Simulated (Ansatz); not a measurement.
This run works on a generated trial structure, not on a known crystal.

Input and command of a plane-wave DFT calculation in Ansatz:

```yaml
crystal:
  lattice:
    - [-2.51833876, 2.51833876, 5.4498596]
    - [2.51833876, -2.51833876, 5.4498596]
    - [2.51833876, 2.51833876, -5.4498596]
  atoms:
    - { symbol: Pb, position: [0.75, 0.25, 0.5] }
    - { symbol: Pb, position: [0.25, 0.75, 0.5] }
    - { symbol: Pb, position: [0.0, 0.0, 0.0] }
    - { symbol: C, position: [0.27424826, 0.27424826, 0.0] }
    - { symbol: C, position: [0.72575174, 0.72575174, 0.0] }
    - { symbol: C, position: [0.5, 0.5, 0.0] }
basis:
  ecutwfc: 420
kpoints:
  mp_grid: { grid: [5, 5, 5] }
hamiltonian:
  xc: pbe
scf:
  occupations: { method: gaussian, width: 0.2 }
  lower_state_search: "off"
output:
  forces: true
  stress: true
  eigenvalues: true
relax:
  adjacent_minimum: "off"
  f_tol: 0.08
  max_steps: 16
  cell: { stress_tol: 0.8 }
```

```bash
ansatz run input.yaml --threads 1 --pin off --max-ram 2560MiB --backend cpu --events-out ev --progress --plain --runs-dir out
```

Processor: Intel(R) Xeon(R) Processor @ 2.50GHz (Skylake/Cascade Lake), 1 thread, on a host shared with other jobs.

Question: How long does it run, and how much memory does it take?

Answer: About 4 min, peak memory 0.46 GiB. It solves 33 bands at 18 k points (after reduction by symmetry) with about 2341 plane waves (on the last cell), in 87 SCF iterations over 13 ionic steps.
